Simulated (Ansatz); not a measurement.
Crystals of one structure type (rock salt) and one family of elements, relaxed and computed with r²SCAN in the plane-wave PAW code Ansatz; HSE06 gaps on those cells.

| crystal | gap (eV) | HSE06 gap (eV) |
|---|---|---|
| BeS | 1.33 | 1.73 |
| BaTe | 2.00 | ? |
| CaSe | 2.52 | 3.00 |
| BaS | 2.58 | 3.14 |
| MgS | 3.46 | 3.80 |
| SrO | 3.80 | 4.79 |
| CaO | 4.20 | 5.31 |

Question: Fit a straight line to E_g(HSE06) against E_g and predict the withheld value.

Answer: Least squares on the 6 shown rows: E_g(HSE06) = 1.222 × E_g + (-0.015), with a scatter of 0.21. For BaTe this gives 2.43. The run itself gave 2.35, within the scatter.

Typed or built starts, not in the databases checked: BeS, rock salt. All cells were relaxed under the symmetry of their starts (and spin orders); stability against distortions was not tested throughout. Spin–orbit coupling is left out wherever it is not named.

Potentials: the later of the program's two PAW sets.
